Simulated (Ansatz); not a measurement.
NiTe:
```
NiTe
1.0
    3.30745     0.00000     0.00000
    0.00000     3.30745     0.00000
    0.00000     0.00000     3.30745
Ni Te
1 1
Direct
  0.00000   0.00000   0.00000
  0.50000   0.50000   0.50000
```

Relaxed with PBE. Special points in fractions of this cell's reciprocal vectors: Γ (0.000, 0.000, 0.000); X (0.000, 0.500, 0.000); M (0.500, 0.500, 0.000); R (0.500, 0.500, 0.500).

### Question
List the band energies nearest the Fermi level at these points for plane-wave PAW PBE with spin–orbit coupling (Ansatz code).

### Answer
In eV from the Fermi level; about four levels below and three above (degenerate sets whole), none deeper than 8.9 eV; points with the same levels are listed once.

| k | below | above |
|---|---|---|
| Γ | -0.61 -0.61 -0.61 -0.61 | 2.23 2.23 5.63 5.63 5.63 5.63 |
| X | -1.47 -1.47 -1.12 -1.12 | 1.77 1.77 2.49 2.49 |
| M | -1.08 -1.08 -0.11 -0.11 | 1.92 1.92 8.51 8.51 |
| R | -1.14 -1.14 -1.14 -1.14 | 0.13 0.13 0.29 0.29 0.29 0.29 |

Space group Pm-3m (CsCl type). The start of the workflow was typed in or built on a structure type; neither database checked (COD, Materials Project) lists it. COD files the formula under space group No. 194, so this cell is another polymorph or a model. Its standing as an ambient phase is unchecked. The cell was relaxed with PBE under the symmetry of its start; its stability against distortions is not shown here. The workflow began spin-polarised and lost its moments. Its formation energy is positive at this level, so the cell may be metastable or incomplete.

Potentials: the later of the program's two PAW sets.
